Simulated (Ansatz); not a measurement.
# Sc (P6_3/mmc), clamped-ion strain scan

These are results of DFT PBEsol, scalar-relativistic, plane waves, PAW (Ansatz), not measurements. The runs took a 420 eV cutoff, a Γ-centred 18×18×10 mesh and Gaussian smearing (0.15 eV). No spin polarisation. Energies are free energies at this smearing, counted from the undisturbed cell; pressure is positive in compression.

The starting cell (as given, not relaxed at this level; it stands at -2.8 GPa):

```
Sc
1.0
     3.30880    0.00000    0.00000
    -1.65440    2.86550    0.00000
     0.00000    0.00000    5.26800
Sc
2
Direct
  0.33333 0.66667 0.25000
  0.66667 0.33333 0.75000
```

The cell is strained by ε times the Voigt pattern (1, -1, 0, 0, 0, 0) (xx, yy, zz, yz, xz, xy; engineering shear) with fractional coordinates fixed. The cell is metallic on the mesh throughout.

| ε | ΔE (meV/atom) | stress summed along the pattern (GPa, tension positive) | pressure (GPa) |
| --- | --- | --- | --- |
| -0.0400 | 17.6 | ? | ? |
| -0.0300 | ? | -4.38 | ? |
| -0.0200 | 4.4 | -2.90 | -2.7 |
| -0.0100 | ? | ? | -2.8 |
| 0.0000 | 0.0 | 0.00 | -2.8 |
| 0.0100 | 1.1 | 1.42 | -2.8 |
| 0.0200 | 4.3 | 2.80 | -2.7 |
| 0.0300 | 9.5 | 4.12 | -2.7 |
| 0.0350 | 12.9 | 4.76 | -2.6 |
| 0.0400 | 16.7 | 5.38 | -2.6 |

(1) Give the withheld values.

## Answers

(1) stress summed along the pattern (GPa, tension positive) at ε = -0.0400: -5.86; pressure (GPa) at ε = -0.0400: -2.6; ΔE (meV/atom) at ε = -0.0300: 9.9; pressure (GPa) at ε = -0.0300: -2.7; ΔE (meV/atom) at ε = -0.0100: 1.1; stress summed along the pattern (GPa, tension positive) at ε = -0.0100: -1.44.